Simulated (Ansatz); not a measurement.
**Data sheet: SrCaI₄ (DFT)**

SrCaI₄:
```
SrCaI4
1.0
    7.06532     0.00000     0.00000
    0.00000     4.62031     0.00000
   -0.02669     0.00000     8.04227
Sr Ca I
1 1 4
Direct
  0.00000   0.00000   0.00000
  0.00000   0.50000   0.50000
  0.24834   0.00000   0.34504
  0.75166   0.00000   0.65496
  0.25636   0.50000   0.82110
  0.74364   0.50000   0.17890
```

Space group P2/m (No. 10); conventional cell a = 7.0653 Å, b = 4.6203 Å, c = 8.0423 Å, α = 90.00°, β = 90.19°, γ = 90.00°.

Method: DFT-r²SCAN+D4 in the program Ansatz with PAW potentials. Geometry: relaxed at this level of theory. Other levels are named where they apply.

### Cell and energy

| Item | Result |
|---|---|
| Volume per atom | 43.76 Å³ |
| Density | 4.02 g/cm³ |
| Formation energy from the elements (no fitted shifts) | -1906 meV/atom |

### Electronic structure

| Item | Value |
|---|---|
| Band gap | 4.03 eV (indirect) |
| Valence-band maximum | at Γ |
| Conduction-band minimum | at D (k = 0.000, 0.500, 0.500 in fractions of the reciprocal vectors) |
| Smallest direct gap on the standard path | 4.08 eV |
| Electron effective mass | 0.41, 0.69, 1.8 mₑ (principal values) |
| Hole effective mass | 0.35, 2.2, 2.2 mₑ (principal values) |

### Charges

| Item | Result |
|---|---|
| Bader charges | Sr +1.54, Ca +1.53, I -0.77 e |

The workflow started from a Materials Project entry (that database holds measured and hypothetical structures alike); the Crystallography Open Database copy checked does not list it. With Sr and Ca taken as one species the cell has the higher symmetry P-3m1, so it may be an ordered model of a mixed-site phase. Its standing as an ambient phase is unchecked. The r²SCAN+D4 relaxation kept the symmetry of its start; its stability against distortions is not shown here. The references are the lowest solids computed at this level, not always the standard phases. Scalar-relativistic: spin–orbit coupling is off unless named, which matters more the heavier the elements.

Potentials: the later of the program's two PAW sets.
